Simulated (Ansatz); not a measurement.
**Cu (fcc)**

Method: PBE, scalar-relativistic; no spin polarisation; PAW, 420 eV, Γ-centred 20×20×20 mesh, 0.05 eV Gaussian smearing; code Ansatz; PAW files: Ansatz's generated set soft_2.

Space group Fm-3m (No. 225). a = 3.629 Å, b = 3.629 Å, c = 3.629 Å, α = 90.00°, β = 90.00°, γ = 90.00°
| atom | site | symmetry | x | y | z |
| --- | --- | --- | --- | --- | --- |
| Cu | 4a | m-3m | 0.0000 | 0.0000 | 0.0000 |

Q: Which orbitals carry the states at the Fermi level, and how many states are there?

A: Within 0.1 eV of it: Cu 4s 55 %, Cu 3d 45 % (shares among the projected shells, which hold 77 % of the states there). The density of states at the Fermi level is about 0.31 states/eV per cell, averaged over 0.3 eV.

Density of states (tetrahedra, averaged over 0.3 eV; states/eV per cell of 1 atom; energy in eV from the Fermi level; projections on Löwdin-orthogonalised atomic orbitals, summed over sites):

| E | total | Cu 3d | Cu 4s |
| --- | --- | --- | --- |
| -6.70 | 0.16 | 0.02 | 0.14 |
| -6.40 | 0.18 | 0.02 | 0.15 |
| -6.10 | 0.21 | 0.04 | 0.17 |
| -5.80 | 0.25 | 0.07 | 0.18 |
| -5.50 | 0.32 | 0.11 | 0.20 |
| -5.20 | 0.47 | 0.24 | 0.22 |
| -4.90 | 0.90 | 0.64 | 0.25 |
| -4.60 | 1.22 | 1.00 | 0.21 |
| -4.30 | 1.76 | 1.61 | 0.13 |
| -4.00 | 2.24 | 2.17 | 0.05 |
| -3.70 | 2.12 | 2.07 | 0.02 |
| -3.40 | 2.83 | 2.73 | 0.06 |
| -3.10 | 3.60 | 3.44 | 0.10 |
| -2.80 | 3.91 | 3.77 | 0.08 |
| -2.50 | 2.82 | 2.72 | 0.05 |
| -2.20 | 3.61 | 3.54 | 0.05 |
| -1.90 | 3.36 | 3.30 | 0.04 |
| -1.60 | 4.21 | 4.14 | 0.06 |
| -1.30 | 0.43 | 0.32 | 0.09 |
| -1.00 | 0.38 | 0.24 | 0.11 |
| -0.70 | 0.35 | 0.18 | 0.12 |
| -0.40 | 0.33 | 0.14 | 0.13 |
| -0.10 | 0.31 | 0.11 | 0.13 |
| 0.20 | 0.30 | 0.09 | 0.13 |
| 0.50 | 0.29 | 0.08 | 0.12 |
| 0.80 | 0.28 | 0.06 | 0.12 |
| 1.10 | 0.27 | 0.05 | 0.11 |
| 1.40 | 0.27 | 0.04 | 0.10 |
| 1.70 | 0.26 | 0.03 | 0.09 |
| 2.00 | 0.24 | 0.03 | 0.08 |
| 2.30 | 0.23 | 0.02 | 0.07 |
| 2.60 | 0.21 | 0.02 | 0.06 |
| 2.90 | 0.19 | 0.01 | 0.05 |
| 3.20 | 0.17 | 0.01 | 0.04 |
| 3.50 | 0.15 | 0.01 | 0.03 |
| 3.80 | 0.23 | 0.02 | 0.10 |
| 4.10 | 0.29 | 0.02 | 0.15 |

With 19 valence electrons in the calculation's cell and no magnetic order, the bands, two electrons each, can't all be full or empty: band theory demands a metal. (Only strong correlation, outside this picture, could make a Mott insulator of it.)
